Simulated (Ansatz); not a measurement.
This Mg5NiS6 structure is the end of a relaxation. The cell was found from a structure generator's guess, not taken from experiment.

Level of theory: DFT PBE, scalar-relativistic, plane waves, PAW (Ansatz 0.2.0). Cutoff 420 eV, Γ-centred mesh, Gaussian smearing, collinear spin.

```
Mg Ni S
1.0
     6.28623    0.00000    0.00000
    -3.14311    5.44403    0.00000
     0.00000    0.00000    6.08412
Mg Ni S
5 1 6
Cartesian
  0.0000 3.6294 0.0000
  0.0000 0.0000 0.0000
  3.1431 1.8147 0.0000
  0.0000 3.6294 3.0421
  3.1431 1.8147 3.0421
  0.0000 0.0000 3.0421
  2.0517 0.0000 1.5615
  -1.0259 1.7768 1.5615
  2.1173 3.6672 1.5615
  4.2345 0.0000 4.5226
  1.0259 1.7768 4.5226
  -2.1173 3.6672 4.5226
```

Energies over the elements count from the elements' standard structures at the same level, with no fitted energy shifts.

Question: What space group does it have?

Answer: P-31m (No. 162), with Mg and Ni ordered on nickel arsenide sites. Conventional cell: a = 6.286 Å, c = 6.084 Å. Mg on a site of symmetry 32 is surrounded by 6 S at 2.63 Å and 2 Mg at 3.04 Å; Mg on a site of symmetry -3m is surrounded by 6 S at 2.58 Å and 2 Ni at 3.04 Å; Ni has 6 S at 2.53 Å and 2 Mg at 3.04 Å; S is surrounded by 1 Ni at 2.53 Å and 5 Mg at 2.58–2.63 Å; 1 more site not described.

Question: How far does it lie from the elements in energy?

Answer: −1.168 eV/atom.

Question: Is it a metal?

Answer: No, the gap on the 6×6×6 mesh is 0.60 eV.

Question: Which magnetic moments does it keep?

Answer: 0.17 μB per atom net, the space between the atoms included; by site: Ni 1.3 μB.

The last run used collinear spin, a 6×6×6 mesh for its 12-atom cell and Gaussian smearing of 0.02 eV. Kohn–Sham gaps at this level usually fall short of measured ones. No Hubbard U is applied to the 3d shell of Ni. The reference form of S is held partly by dispersion forces, which this level lacks. The magnetic state reached may not be the lowest. A structure relaxed within its symmetry needn't be a true minimum. Another cell of Mg5NiS6 relaxed alike but without spin, in P4/mmm, lies 22 meV/atom lower, so this cell isn't the stable form at this level.
